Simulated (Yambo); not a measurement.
BSE-type run in Yambo on ScF₃ (space group R32, No. 155, within 0.06 Å of Pm-3m), at zero momentum.

Quantum ESPRESSO step (PBEsol, PseudoDojo standard norm-conserving files, scalar-relativistic):
```
&CONTROL
  calculation = 'nscf'
  pseudo_dir = './pseudo'
  outdir = './out'
/
&SYSTEM
  ibrav = 0
  nat = 4
  ntyp = 2
  ecutwfc = 84.0
  ecutrho = 336.0
  occupations = 'fixed'
  force_symmorphic = .true.
  nbnd = 44
/
&ELECTRONS
  conv_thr = 4e-09
  diago_full_acc = .true.
  diago_thr_init = 1e-08
/
ATOMIC_SPECIES
F 18.9984 F.upf
Sc 44.9559 Sc.upf
CELL_PARAMETERS angstrom
  2.840754963050   1.640110642619   2.318443156000
 -2.840754963050   1.640110642619   2.318443156000
  0.000000000000  -3.280221285237   2.318443156000
ATOMIC_POSITIONS crystal
F   0.500000000000   0.001736035400   0.998263964600
F   0.998263964600   0.500000000000   0.001736035400
F   0.001736035400   0.998263964600   0.500000000000
Sc   0.000000000000   0.000000000000   0.000000000000
K_POINTS automatic
6 6 6 0 0 0
```

Yambo input:
```
rim_cut
optics
bse
bss
dipoles
em1s
RandQpts= 1000000
RandGvec= 1 Ry
FFTGvecs= 40 Ry
Chimod= "HARTREE"
BSKmod= "SEX"
BSEmod= "resonant"
BSSmod= "hs"
BSENGexx= 15 Ry
BSENGBlk= 4 Ry
% KfnQP_E
 5.089 | 1.0 | 1.0 |
%
% BSEQptR
 1 | 1 |
%
% BSEBands
 8 | 22 |
%
% BEnRange
 0.0 | 18.4 | eV
%
% BDmRange
 0.15 | 0.15 | eV
%
BEnSteps= 368
% BLongDir
 1.0 | 0.0 | 0.0 |
%
BSHayTrs= -0.02
BSSNEig= 24
WRbsWF
% BndsRnXs
 2 | 39 |
%
NGsBlkXs= 4 Ry
% LongDrXs
 1.0 | 1.0 | 1.0 |
%
```

From the report:

The dimension is k points × valence × conduction bands = 216 × 9 × 6 = 11664.
```
   [SLEPC] Approach                          : Krylov-Schur
   [SLEPC] Number of requested eigenvalues   :  24
   [SLEPC] Number of eigenvalues        [NEV]:  24
    [K] Dimension                                    :  11664
    [K] Bands                                        :   8  22
    [K] Exchange res                                 : yes
    [K] Correlation res                              : yes
    [K] W interaction is bare                        : no
    [K] RL vectors exchange                          :   449
    [K] RL vectors correlation                       :   63
    [W] Matrix size                                  :   63
    [W] Bands                                        :    2   39
    [W] Coulomb Cutoff                               : none
    [W] Hxc Kernel                                   : HARTREE
```
Lowest eigenvalues (eV; in brackets the number of states within 2 meV): 9.37 (2), 9.43 (1), 9.43 (2), 9.45 (1), 9.45 (1), 9.45 (2). They depend on the mesh, which isn't converged, and on the G0W0 scissor.

Geometry relaxed with PBEsol.
